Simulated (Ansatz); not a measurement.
# What a change of settings does to a run on MgAu

The geometry is COD entry 9008804, unchecked; take it as a test cell. The listed cell was then made from it by scaling, straining or moving an atom.

First run: DFT, PBEsol, all-electron LAPW, scalar-relativistic (Ansatz 0.2.0).

Command: `ansatz run input.yaml --threads 1 --pin off --max-ram 2048MiB --backend cpu --events-out ev --progress --plain --runs-dir out` The run took about 41 s on 1 thread of a shared machine.

```yaml
crystal:
  lattice:
    - [3.301886497, 0.0, 0.0]
    - [0.0, 3.301886497, 0.0]
    - [0.0, 0.0, 3.301886497]
  atoms:
    - { symbol: Mg, position: [0.5, 0.5, 0.5] }
    - { symbol: Au, position: [0.0, 0.0, 0.0] }
kpoints:
  mp_grid: { grid: [10, 10, 10] }
scf:
  occupations: { method: fermi_dirac, width: 0.05 }
hamiltonian:
  xc: pbesol
  pseudopotentials: { kind: all_electron, lapw: { basis_error: 0.001 } }
output:
  forces: true
  stress: true
relax:
  f_tol: 0.005
  max_steps: 80
  cell: {}
```

Result: converged; relaxed volume 17.275 Å³/atom; 30 SCF iterations in all.

No spin–orbit coupling, which matters for the heavy atoms here.

A second input differs as follows:

```diff
@@ -1,7 +1,7 @@
 crystal:
   lattice:
-    - [3.301886497, 0.0, 0.0]
-    - [0.0, 3.301886497, 0.0]
-    - [0.0, 0.0, 3.301886497]
+    - [2.31132055, 0.0, 0.0]
+    - [0.0, 2.31132055, 0.0]
+    - [0.0, 0.0, 2.31132055]
   atoms:
     - { symbol: Mg, position: [0.5, 0.5, 0.5] }
@@ -11,4 +11,5 @@
 scf:
   occupations: { method: fermi_dirac, width: 0.05 }
+  max_iter: 50
 hamiltonian:
   xc: pbesol
```

Q: Does the change harm the result?

A: Not here: the run converged; energy at zero smearing -0.1 meV/atom from the first run; relaxed volume 17.266 Å³/atom; 71 SCF iterations in all, so the odd setting did no harm in this case.
